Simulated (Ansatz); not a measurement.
Space group F-43m (No. 216). a = 4.498 Å, b = 4.498 Å, c = 4.498 Å, α = 90.00°, β = 90.00°, γ = 90.00°
```csv
atom,site,symmetry,x,y,z
Ga,4a,-43m,0.0000,0.0000,0.0000
N,4c,-43m,0.2500,0.2500,0.2500
```

Equation of state of this GaN structure (not necessarily the ground state), with shape and atoms relaxed at each volume where symmetry leaves them free. These are results of DFT r2SCAN, scalar-relativistic, plane waves, PAW (Ansatz 0.2.0), not measurements.

Settings: cutoff 500 eV, Γ-centred mesh 10×10×10 on the computed 2-atom cell, Gaussian smearing of 0.02 eV; no spin polarisation.

| V (Å³/atom) | E − E(largest V) (meV/atom) | P (GPa) | gap on mesh (eV) |
| --- | --- | --- | --- |
| 10.692 | 5.38 | 13.89 | 2.58 |
| 11.033 | -16.01 | 6.39 | 2.37 |
| 11.374 | -22.64 | 0.00 | 2.17 |
| 11.716 | -16.68 | -5.45 | 1.97 |
| 12.057 | 0.00 | -10.09 | 1.78 |

**Question.** Fit a third-order Birch–Murnaghan equation to E(V).

**Answer.** V0 = 11.37 Å³/atom, B0 = 196 GPa, B0' = 4.3.

This zinc-blende form isn't the usual stable structure of the compound.